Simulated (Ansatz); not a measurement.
Question: Name crystals whose computed values (the program Ansatz at the PBEsol level (PAW)) fall in these windows: electron conductivity mass (mₑ) 2.0 to 2.4; B₀ by P(V) fit (GPa) 100 to 140; gap (eV) 1.2 to 1.6.

Answer: 

| crystal | electron conductivity mass (mₑ) | B₀ by P(V) fit (GPa) | gap (eV) |
|---|---|---|---|
| KCrO2, C2/m (K on 2a, Cr on 2d, O on 4i) | 2.1 | 124 | 1.40 |
Others may fit too.

Spin orders computed, not proven ground states: KCrO2, C2/m (K on 2a, Cr on 2d, O on 4i) antiferromagnetic. Standing as an ambient phase not checked: KCrO2, C2/m (K on 2a, Cr on 2d, O on 4i). The cell was relaxed under the symmetry of its start. Cells of antiferromagnets are given as chemical subcells. No Hubbard U is applied.

Potentials: the later of the program's two PAW sets.
